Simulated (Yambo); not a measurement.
Y$_{2}$CI$_{2}$ (space group P-3m1, No. 164), G0W0@PBEsol in Yambo with this input:

```
rim_cut
gw0
dyson
el_el_corr
HF_and_locXC
ppa
em1d
RandQpts= 1000000
RandGvec= 1 Ry
EXXRLvcs= 82 Ry
VXCRLvcs= 328 Ry
Chimod= "HARTREE"
% BndsRnXp
 3 | 260 |
%
NGsBlkXp= 8 Ry
% LongDrXp
 1.0 | 1.0 | 1.0 |
%
PPAPntXp= 27.2114 eV
% GbndRnge
 1 | 260 |
%
GTermKind= "BG"
DysSolver= "n"
ExtendOut
```

On a 3×3×1 mesh, with wavefunctions cut at 82 Ry, the gap (Γ → (0, 0.333, 0)) is 1.596 eV and the valence edge shifts by -0.510 eV.

Task: What happens with this change: 7 Ry block?

Result: The gap falls by 0.045 eV, to 1.551 eV; the shift of the valence edge becomes -0.455 eV. Neither run is shown to be the converged limit. The mesh misses a band edge: along a dense path the PBEsol gap is 0.32 eV against 0.73 eV on the mesh.

Spin-orbit coupling is not included.

Geometry relaxed with PBE+D3(BJ); primitive cell a = 3.830 Å, b = 3.830 Å, c = 10.370 Å, α = 90.00°, β = 90.00°, γ = 120.00°.

The structure is a Materials Project entry; no match was found in the copy of COD used, and its stability was not checked.

A shift is the quasiparticle energy of the state minus its PBEsol energy.
